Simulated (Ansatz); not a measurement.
Space group R-3m:H (No. 166). a = 3.157 Å, b = 3.157 Å, c = 10.386 Å, α = 90.00°, β = 90.00°, γ = 120.00°
```tsv
atom	site	symmetry	x	y	z
Mg	3a	-3m	0.0000	0.0000	0.0000
O	6c	3m	0.6667	0.3333	0.7625
```

Equation of state of this MgO$_{2}$ structure (not necessarily the ground state), with shape and atoms relaxed at each volume where symmetry leaves them free. Theory: DFT r2SCAN, scalar-relativistic, plane waves, PAW in Ansatz.

Settings: cutoff 500 eV, Γ-centred mesh 12×12×12 on the computed 3-atom cell, Gaussian smearing of 0.02 eV; no spin polarisation.

```csv
V (Å³/atom),E − E(largest V) (meV/atom),P (GPa),gap on mesh (eV)
8.765,39.10,22.27,3.58
9.064,4.21,15.35,3.47
9.363,-18.73,9.43,3.37
9.661,-31.44,4.36,3.26
9.960,-35.39,0.00,3.16
10.259,-31.82,-3.72,3.07
10.558,-21.80,-6.92,2.97
10.956,0.00,-10.48,2.86
```

Fit a third-order Birch–Murnaghan equation to E(V).

V0 = 9.96 Å³/atom, B0 = 134 GPa, B0' = 4.1.